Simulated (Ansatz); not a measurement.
Relaxed-ion elastic tensor of BP (wurtzite, P6_3mc) in GPa (Voigt order), the program Ansatz at the LDA level (PAW); density 3.06 g/cm³, 11.32 Å³ per atom.

```json
[
 {"": "1", "1": "427", "2": "66.2", "3": "29.5", "4": "0.0", "5": "0.0", "6": "0.0"},
 {"": "2", "1": "66.2", "2": "427", "3": "29.5", "4": "0.0", "5": "0.0", "6": "0.0"},
 {"": "3", "1": "29.5", "2": "29.5", "3": "481", "4": "0.0", "5": "0.0", "6": "0.0"},
 {"": "4", "1": "0.0", "2": "0.0", "3": "0.0", "4": "138", "5": "0.0", "6": "0.0"},
 {"": "5", "1": "0.0", "2": "0.0", "3": "0.0", "4": "0.0", "5": "138", "6": "0.0"},
 {"": "6", "1": "0.0", "2": "0.0", "3": "0.0", "4": "0.0", "5": "0.0", "6": "181"}
]
```

Task: Is the crystal mechanically stable?

Result: Yes: the smallest eigenvalue of C is 138 GPa.

Task: Work out the Voigt, Reuss and Hill averages.

Result: K_V = 176, K_R = 176, K_H = 176; G_V = 172, G_R = 166, G_H = 169 GPa.

Task: Give Young's modulus, Poisson's ratio, Pugh's ratio and the universal anisotropy index.

Result: E = 9KG/(3K + G) = 385 GPa; ν = 0.14; K/G = 1.04 (brittle by the Pugh limit of 1.75); A_U = 5G_V/G_R + K_V/K_R − 6 = 0.17.

Task: Estimate the sound speeds and the Debye temperature.

Result: v_l = √((K + 4G/3)/ρ) = 11500 m/s, v_t = √(G/ρ) = 7430 m/s, mean 8150 m/s; Θ = (h/k)(3n/4πV)^(1/3) v_m = 1080 K.

Task: Solve the Christoffel equation for the three sound speeds along x, y, z.

Result: Eigenvalues of C_ijkl n_j n_l equal ρv² (piezoelectric stiffening left out). In km/s, slowest first: x 6.71, 7.68, 11.81; y 6.71, 7.68, 11.81; z 6.71, 6.71, 12.53.

Task: How much does each axis shrink under pressure?

Result: Linear compressibilities β_i = Σ_j S_ij (j = 1 to 3): x 1.9, y 1.9, z 1.8 per TPa.

The first step of the workflow began from a Materials Project structure, measured or hypothetical; the Crystallography Open Database copy checked does not list it. It is not the phase usual at ambient conditions (space group No. 216). The LDA relaxation kept the symmetry of its start; phonons on a q-mesh show no instability.

Potentials: the earlier of the program's two PAW sets.
